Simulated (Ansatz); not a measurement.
These are results of DFT PBE, scalar-relativistic, plane waves, PAW in Ansatz, not measurements. Settings: cutoff 420 eV, Γ-centred meshes spaced at most about 0.3 Å⁻¹, and about 0.25 Å⁻¹ or finer for metals (2π included), Gaussian smearing. Collinear spin in cells that started with moments and kept them past the coarse steps, no spin elsewhere.

These are static total energies at zero pressure.

Two forms of TiIn2 were relaxed alike.

A. (no spin) Space group P4/mmm (No. 123), tetragonal, a = 3.054 Å, c = 7.112 Å. Around Ti lie 8 In at 3.01 Å and 4 Ti at 3.05 Å; around In lie 5 In at 2.92–3.05 Å and 4 Ti at 3.01 Å.

B. (site moments Ti 0.8 μB) Space group P6/mmm (No. 191), hexagonal, a = 4.953 Å, c = 3.018 Å. Ti has 2 Ti at 3.02 Å and 12 In at 3.23 Å; In has 5 In at 2.86–3.02 Å and 6 Ti at 3.23 Å.

**Question.** Which form is favoured at zero pressure, and by what margin per atom?

**Answer.** A is lower, by 154 meV/atom. A has space group P4/mmm (No. 123), 22.1 Å³/atom and no gap on its mesh; B has space group P6/mmm (No. 191), 21.4 Å³/atom and no gap. Counting all near atoms (those within 1.25 times the shortest distance at each site), A has Ti 12, In 9 and B has Ti 14, In 11. Their magnetic states differ too. The lower one is the more open, so pressure narrows the difference. Both come from invented guesses.

The magnetic state reached may not be the lowest. With atoms moved at random, P4/mmm came back. Other cells relaxed within their symmetry can be saddle points. Some types were kept out of the candidates beforehand, so the set may lack a known form.
